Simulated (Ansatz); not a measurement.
Zr$_{2}$TlC:
```
CELL_PARAMETERS angstrom
      3.37991     0.00000     0.00000
     -1.68995     2.92709     0.00000
      0.00000     0.00000    15.00363
ATOMIC_POSITIONS crystal
  Zr 0.33333 0.66667 0.58184
  Zr 0.66667 0.33333 0.41816
  Zr 0.66667 0.33333 0.08184
  Zr 0.33333 0.66667 0.91816
  Tl 0.33333 0.66667 0.25000
  Tl 0.66667 0.33333 0.75000
  C  0.00000 0.00000 0.00000
  C  0.00000 0.00000 0.50000
```

Relaxed with r²SCAN. Special points in fractions of this cell's reciprocal vectors: Γ (0.000, 0.000, 0.000); M (0.500, 0.000, 0.000); K (0.333, 0.333, 0.000); A (0.000, 0.000, 0.500); L (0.500, 0.000, 0.500); H (0.333, 0.333, 0.500).

**Question.** List the band energies nearest the Fermi level at these points for DFT-r²SCAN with spin–orbit coupling in the program Ansatz with PAW potentials.

**Answer.** In eV from the Fermi level; about four levels below and three above (degenerate sets whole), none deeper than 8.9 eV; points with the same levels are listed once.

```csv
k,below,above
Γ,-2.48 -2.48 -1.64 -1.64,0.68 0.68 0.95 0.95
M,-0.86 -0.86 -0.80 -0.80,2.62 2.62 2.84 2.84
K,-0.68 -0.68 -0.29 -0.29,0.14 0.14 1.29 1.29
A,-2.05 -2.05 -2.05 -2.05,0.84 0.84 0.84 0.84
L,-0.83 -0.83 -0.83 -0.83,2.88 2.88 2.88 2.88
H,-0.61 -0.61 -0.20 -0.20,0.79 0.79 0.88 0.88
```

Space group P6_3/mmc. The workflow started from a Materials Project entry (that database holds measured and hypothetical structures alike); the Crystallography Open Database copy checked does not list it. Its standing as an ambient phase is unchecked. Symmetry was held in the r²SCAN relaxation; its stability against distortions is not shown here. No spin polarisation was allowed.

Potentials: the earlier of the program's two PAW sets. The files were generated under PBE; for other functionals the program regenerates the frozen cores, and for LDA and PBEsol the local potential too.
